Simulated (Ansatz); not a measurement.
Ansatz (a first-principles code) input:

Ansatz 0.2 input:
```yaml
crystal:
  lattice:
    - [4.6396121302, 0.0, 0.0]
    - [-2.3198060651, 4.0180219684, 0.0]
    - [0.0, 0.0, 7.5949535916]
  atoms:
    - { symbol: Cd, position: [0.6666666667, 0.3333333333, 0.9999533962] }
    - { symbol: Cd, position: [0.3333333333, 0.6666666667, 0.4999533962] }
    - { symbol: Te, position: [0.6666666667, 0.3333333333, 0.6252466038] }
    - { symbol: Te, position: [0.3333333333, 0.6666666667, 0.1252466038] }
kpoints:
  mp_grid: { grid: [5, 5, 3] }
hamiltonian:
  xc: hse06
  pseudopotentials: { kind: paw }
magnetization: { noncollinear: true, spin_orbit: true }
scf:
  n_extra_bands: 12
  occupations: { method: gaussian, width: 0.02 }
output:
  eigenvalues: true
  eigenstates:
    e_range: [-9.0, 10.3]
    kpoints:
      - [0.0, 0.0, 0.0]  # VBM
      - [0.0, 0.0, 0.0]  # CBM
      - [0.0, 0.0, 0.0]  # GAMMA
      - [0.0, 0.0, 0.5]  # A
      - [0.3333333333, 0.3333333333, 0.0]  # K
      - [0.3333333333, 0.3333333333, 0.5]  # H
      - [0.5, 0.0, 0.0]  # M
      - [0.5, 0.0, 0.5]  # L
```

Output (shortened):

```
Pseudopotential: Cd, paw_fr, valence charge 20
Pseudopotential: Te, paw_fr, valence charge 16
Functional definition: HSE06
non-collinear run that drives no moment, with spin-orbit …
Crystal: 4 atoms, lattice volume = 141.586 Å³
Basis set: ecut = 420 eV, 2779 PW (Γ)
Bands: 84, of which v1, the nominal top of the filled ones, is band 72 counted from 1 (71 counted from 0)
Symmetry: 12 space group operations + 12 with time reversal
k-points: 10 of 75 (time reversal used)
Projection manifold: j_resolved (fully-relativistic pseudo-atomic orbitals)
iter 1 solved again at ethr=6.95e-4 eV; its pass at ethr=1.00e-1 eV (dr2=5.01e-1 eV) is discarded
SCF iter   1: F=—  HF=-30481.533356 eV  |F-HF|=—  |Δ(HF+E_count)|=         —  Δρ=2.22e-2  dr2=4.88e-1  dr2_m=0.00e0 (ungated)  ethr=6.95e-4  |M|=0.00e0 ∫|m|=0.00e0 μB  |m|>n=0.0e0 m-floor=0.0e0 τ_xc=0.0e0  β_m=0.30  ⟨swp⟩=7.8  Hψ=5202  notcnv=0
preconditioner: auto → none
SCF iter   2: F=—  HF=-30481.444102 eV  |F-HF|=—  |Δ(HF+E_count)|=   8.93e-2  Δρ=1.27e-2  dr2=1.60e-1  dr2_m=0.00e0 (ungated)  ethr=6.77e-4  |M|=0.00e0 ∫|m|=0.00e0 μB  |m|>n=0.0e0 m-floor=0.0e0 τ_xc=0.0e0  β_m=0.47  ⟨swp⟩=2.9  Hψ=1695  notcnv=0
iter 3 solved again at ethr=1.56e-5 eV; its pass at ethr=2.23e-4 eV (dr2=1.12e-2 eV) is discarded
SCF iter   3: F=—  HF=-30481.434021 eV  |F-HF|=—  |Δ(HF+E_count)|=   1.01e-2  Δρ=3.38e-3  dr2=1.09e-2  dr2_m=0.00e0 (ungated)  ethr=1.56e-5  |M|=0.00e0 ∫|m|=0.00e0 μB  |m|>n=0.0e0 m-floor=0.0e0 τ_xc=0.0e0  β_m=0.56  ⟨swp⟩=5.0  Hψ=3816  notcnv=0  defer=19
SCF iter   4: F=—  HF=-30481.435525 eV  |F-HF|=—  |Δ(HF+E_count)|=   1.50e-3  Δρ=6.05e-4  dr2=4.91e-4  dr2_m=0.00e0 (ungated)  ethr=1.51e-5  |M|=0.00e0 ∫|m|=0.00e0 μB  |m|>n=0.0e0 m-floor=0.0e0 τ_xc=0.0e0  β_m=0.62  ⟨swp⟩=4.3  Hψ=1954  notcnv=0  defer=5
SCF iter   5: F=—  HF=-30481.435510 eV  |F-HF|=—  |Δ(HF+E_count)|=   1.56e-5  Δρ=1.99e-4  dr2=6.35e-5  dr2_m=0.00e0 (ungated)  ethr=6.82e-7  |M|=0.00e0 ∫|m|=0.00e0 μB  |m|>n=0.0e0 m-floor=0.0e0 τ_xc=0.0e0  β_m=0.59  ⟨swp⟩=3.8  Hψ=2153  notcnv=0
SCF iter   6: F=-30481.435503 eV  HF=-30481.435504 eV  |F-HF|=1.46e-6  |Δ(HF+E_count)|=   5.89e-6  Δρ=6.41e-5  dr2=5.02e-6  dr2_m=0.00e0 (ungated)  ethr=8.82e-8  |M|=0.00e0 ∫|m|=0.00e0 μB  |m|>n=0.0e0 m-floor=0.0e0 τ_xc=0.0e0  ⟨swp⟩=3.0  Hψ=1732  notcnv=0
SCF 1 stopped early in 6 iterations: F = -30481.435503 eV  dr2 = 5.02e-6
Crystal: 4 atoms, lattice volume = 141.586 Å³
Projection manifold: j_resolved (fully-relativistic pseudo-atomic orbitals)
Exchange kernel: α = 0.2500, screened, ω = 0.2079 Å⁻¹, Wigner–Seitz truncation, v(0) = 1046.5753 eV·Å³, q-mesh 5×5×3, nearest image of the exchange supercell L …
Frozen-core exchange: fock
SCF iter   1: F=—  HF=-30481.266513 eV  |F-HF|=—  |Δ(HF+E_count)|=         —  Δρ=5.46e-3  dr2=3.15e-2  dr2_m=0.00e0 (ungated)  ethr=6.98e-8  |M|=0.00e0 ∫|m|=0.00e0 μB  |m|>n=0.0e0 m-floor=0.0e0 τ_xc=0.0e0  β_m=0.30  ⟨swp⟩=10.4  Hψ=4514  notcnv=0
preconditioner: auto → none
SCF iter   2: F=—  HF=-30481.259882 eV  |F-HF|=—  |Δ(HF+E_count)|=   6.63e-3  Δρ=2.56e-3  dr2=7.07e-3  dr2_m=0.00e0 (ungated)  ethr=6.98e-8  |M|=0.00e0 ∫|m|=0.00e0 μB  |m|>n=0.0e0 m-floor=0.0e0 τ_xc=0.0e0  β_m=0.47  ⟨swp⟩=5.0  Hψ=3000  notcnv=0
SCF iter   3: F=—  HF=-30481.275072 eV  |F-HF|=—  |Δ(HF+E_count)|=   1.52e-2  Δρ=1.26e-3  dr2=1.53e-3  dr2_m=0.00e0 (ungated)  ethr=6.98e-8  |M|=0.00e0 ∫|m|=0.00e0 μB  |m|>n=0.0e0 m-floor=0.0e0 τ_xc=0.0e0  β_m=0.47  ⟨swp⟩=5.0  Hψ=3389  notcnv=0
SCF iter   4: F=—  HF=-30481.274839 eV  |F-HF|=—  |Δ(HF+E_count)|=   2.33e-4  Δρ=2.84e-4  dr2=8.95e-5  dr2_m=0.00e0 (ungated)  ethr=6.98e-8  |M|=0.00e0 ∫|m|=0.00e0 μB  |m|>n=0.0e0 m-floor=0.0e0 τ_xc=0.0e0  β_m=0.62  ⟨swp⟩=4.0  Hψ=2640  notcnv=0
SCF iter   5: F=-30481.275111 eV  HF=-30481.275114 eV  |F-HF|=3.01e-6  |Δ(HF+E_count)|=   2.75e-4  Δρ=6.58e-5  dr2=8.39e-6  dr2_m=0.00e0 (ungated)  ethr=6.98e-8  |M|=0.00e0 ∫|m|=0.00e0 μB  |m|>n=0.0e0 m-floor=0.0e0 τ_xc=0.0e0  ⟨swp⟩=4.4  Hψ=2046  notcnv=0  defer=1
SCF 2 stopped early in 5 iterations: F = -30481.275111 eV  dr2 = 8.39e-6
hybrid outer 1: dexx = +1.905e-2 eV, tail = 1.64e-4 eV
Crystal: 4 atoms, lattice volume = 141.586 Å³
Projection manifold: j_resolved (fully-relativistic pseudo-atomic orbitals)
Exchange kernel: α = 0.2500, screened, ω = 0.2079 Å⁻¹, Wigner–Seitz truncation, v(0) = 1046.5753 eV·Å³, q-mesh 5×5×3, nearest image of the exchange supercell L …
Frozen-core exchange: fock
SCF iter   1: F=—  HF=-30481.275378 eV  |F-HF|=—  |Δ(HF+E_count)|=         —  Δρ=3.63e-5  dr2=1.63e-6  dr2_m=0.00e0 (ungated)  ethr=1.14e-6  |M|=0.00e0 ∫|m|=0.00e0 μB  |m|>n=0.0e0 m-floor=0.0e0 τ_xc=0.0e0  β_m=0.30  ⟨swp⟩=5.6  Hψ=1871  notcnv=0
preconditioner: auto → none
SCF iter   2: F=—  HF=-30481.275379 eV  |F-HF|=—  |Δ(HF+E_count)|=   4.18e-7  Δρ=2.09e-5  dr2=5.17e-7  dr2_m=0.00e0 (ungated)  ethr=2.15e-9  |M|=0.00e0 ∫|m|=0.00e0 μB  |m|>n=0.0e0 m-floor=0.0e0 τ_xc=0.0e0  β_m=0.65  ⟨swp⟩=4.0  Hψ=2487  notcnv=0
SCF iter   3: F=—  HF=-30481.275378 eV  |F-HF|=—  |Δ(HF+E_count)|=   9.16e-8  Δρ=9.21e-6  dr2=1.78e-7  dr2_m=0.00e0 (ungated)  ethr=5.94e-10  |M|=0.00e0 ∫|m|=0.00e0 μB  |m|>n=0.0e0 m-floor=0.0e0 τ_xc=0.0e0  β_m=0.65  ⟨swp⟩=4.0  Hψ=2120  notcnv=0
SCF iter   4: F=-30481.275379 eV  HF=-30481.275379 eV  |F-HF|=1.60e-8  |Δ(HF+E_count)|=   5.10e-7  Δρ=4.79e-6  dr2=2.24e-8  dr2_m=0.00e0 (ungated)  ethr=1.39e-10  |M|=0.00e0 ∫|m|=0.00e0 μB  |m|>n=0.0e0 m-floor=0.0e0 τ_xc=0.0e0  ⟨swp⟩=4.6  Hψ=2488  notcnv=0  defer=4
SCF 3 converged in 4 iterations: F = -30481.275379 eV  dr2 = 2.24e-8
hybrid outer 2: dexx = +9.186e-7 eV, tail = 1.08e-7 eV, Δε = 4.11e-3 eV (about 1.87e-4 eV left of the loop's levels)
solve of the band table under the exchange operator …
NSCF: frozen V_eff on 8 k-points
hybrid SCF converged: 2 outer / 9 inner (+6 warm-up), last move |dexx| = 9.19e-7 eV, tail = 1.08e-7 eV
Stability not checked (fock_operator)
Magnetization: |M| = 0.0000 μB,  M = (+0.0000, +0.0000, +0.0000) μB
Absolute magnetization: 0.0000 μB (∫|m|)
  site 0: m = (+0.0000, +0.0000, +0.0000) μB, |m| = 0.0000 μB  (R = 1.17 Å)
  site 1: m = (+0.0000, +0.0000, +0.0000) μB, |m| = 0.0000 μB  (R = 1.17 Å)
  site 2: m = (+0.0000, +0.0000, +0.0000) μB, |m| = 0.0000 μB  (R = 1.17 Å)
  site 3: m = (+0.0000, +0.0000, +0.0000) μB, |m| = 0.0000 μB  (R = 1.17 Å)
Free energy (F): -30481.275379 eV
Frozen-core exchange: fock
Harris-Foulkes:  -30481.275379 eV  (|F-HF|=1.60e-8)
Internal energy: -30481.275379 eV  (E = F + TS)
E sigma→0 (E₀):  -30481.275379 eV
Fermi energy:    7.378470 eV
--- Per-component energies (eV) ---
  E_band       = -1791.725798
  E_kinetic    = 1372.140240
  E_local      = -11035.739535  (includes V_loc(G=0)·N_el)
  E_nonlocal   = -557.293694
  E_hartree    = 5556.487985
  E_xc         = -482.052293
  E_vxc        = -517.924985  (∫ρ·V_xc dr)
  E_exx        = -266.791722  (= α·E_x^exact, valence–valence)
  E_paw        = -17356.662288  (= ΣΔE_a)
  E_vpaw       = -1632.307429  (= ΣTr[D̂ρ^β])
  E_aug_tail   = -0.000333  (compensation charges beyond the density's cutoff)
  E_ewald      = -7709.829994
  E_core_change = -1.533746  (= ΣΔE_core)
  E_smearing   =  0.000000  (= −TS)
  E_closure    =  0.000000  (closes the sum)
  Σ components = -30481.275379   (vs F -30481.275379, Δ=-3.64e-12)
  [band-id]    e_kinetic+e_local+e_nonlocal+2·e_hartree+e_vxc+2·e_exx+e_vpaw+e_augmentation_tail = -1791.733209   (vs E_band -1791.725798, Δ=-7.41e-3)
--- Band table (eV; the first three rows and the last of 10) ---
  k-point 0: bands = ["-100.8028", "-100.8028", "-100.8028", "-100.8028", "-64.6113", "-64.6113", "-64.6112", "-64.6112", "-58.7128", "-58.7128", "-58.7127", "-58.7127", "-58.7127", "-58.7127", "-58.7125", "-58.7125", "-32.5857", "-32.5857", "-32.5856", …
  k-point 1: bands = ["-100.8028", "-100.8028", "-100.8028", "-100.8028", "-64.6113", "-64.6113", "-64.6112", "-64.6112", "-58.7128", "-58.7128", "-58.7127", "-58.7127", "-58.7127", "-58.7127", "-58.7126", "-58.7126", "-32.5857", "-32.5857", "-32.5856", …
  k-point 2: bands = ["-100.8028", "-100.8028", "-100.8028", "-100.8028", "-64.6113", "-64.6113", "-64.6112", "-64.6112", "-58.7127", "-58.7127", "-58.7127", "-58.7127", "-58.7127", "-58.7127", "-58.7126", "-58.7125", "-32.5857", "-32.5856", "-32.5856", …
  k-point 9: bands = ["-100.8028", "-100.8028", "-100.8028", "-100.8028", "-64.6112", "-64.6112", "-64.6111", "-64.6111", "-58.7127", "-58.7127", "-58.7127", "-58.7126", "-58.7126", "-58.7125", "-58.7125", "-58.7125", "-32.5856", "-32.5856", "-32.5855", …
```

Cost: roughly 27 core-minutes on shared cores.

The points marked VBM and CBM come from a semilocal run.

Space group P6_3mc (wurtzite). The cell is a constructed one: a structure type filled with these elements; the Crystallography Open Database copy checked does not list it. It is not the phase usual at ambient conditions (space group No. 216). The cell was relaxed with HSE06 under the symmetry of its start; whether a distortion lowers the energy is not shown.

Potentials: the later of the program's two PAW sets.

Ansatz is a plane-wave DFT program.
